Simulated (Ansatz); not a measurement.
## Nb: all-electron results

```
Nb
1.0
     0.00000    2.11500    2.11500
     2.11500    0.00000    2.11500
     2.11500    2.11500    0.00000
Nb
1
Direct
  0.00000 0.00000 0.00000
```

The geometry is COD entry 1534903, unchecked; take it as a test cell.

Theory: DFT, PBEsol, all-electron LAPW, scalar-relativistic in Ansatz 0.2.0.

Sampling and basis: a Γ-centred 13×13×13 k mesh, Fermi–Dirac smearing of 0.08 eV, basis error target 0.25 meV/atom, no spin polarisation.

```json
{
  "Pressure at this cell": "-6.65 GPa",
  "Band gap": "none: with an odd electron count and no spin polarisation the bands can't all be full, a metal in this set-up (spin order or a larger cell could open a gap)",
  "Density of states at the Fermi level (0.2 eV bin)": "1.59 states/eV per cell",
  "Volume per atom": "18.92 Å³"
}
```
